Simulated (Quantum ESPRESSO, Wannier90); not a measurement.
**Wannier functions of CsBr (rock salt)**

```
begin unit_cell_cart
ang
    0.0000000000    3.6610350000    3.6610350000
    3.6610350000    0.0000000000    3.6610350000
    3.6610350000    3.6610350000    0.0000000000
end unit_cell_cart
begin atoms_frac
Cs   0.0000000000  0.0000000000  0.0000000000
Br   0.5000000000  0.5000000000  0.5000000000
end atoms_frac
```

Structure: Materials Project mp-571222, symmetrised, not relaxed again. Not found in the COD (Crystallography Open Database) copy used, which has the formula in other groups; not checked further. Computed values, not measurements, from PBEsol: Quantum ESPRESSO (norm-conserving PseudoDojo potentials, cutoff 40 Ry, no spin polarisation, no spin-orbit coupling) on a Γ-centred 8×8×8 mesh, then Wannier90. Density: 8×8×8 mesh, cold smearing 0.01 Ry. Spin-orbit coupling is left out although heavy elements are present.

Bands 6-8 form an isolated set from -0.71 to 0.00 eV relative to the valence-band maximum (on the path) and are turned into 3 Wannier functions by minimising the spread from the start: atomic waves Br 4p.

Q: Where do the functions sit, how wide are they and what are they made of?

A: 
```json
[
 {"functions": "3", "spread (Å²)": "2.16", "nearest atom, distance (Å)": "Br 0.00", "second atom, distance (Å)": "Cs 3.66", "weight on atomic waves": "Br 4p 95 %"}
]
```

Ω_I = 6.46 Å², Ω_total = 6.47 Å²; the interpolated bands follow pw.x to 0.0 meV rms on the path. Only this start was tried; a symmetric start can stop on a saddle, and mixtures of these functions could lower the total by at most Ω_total − Ω_I.
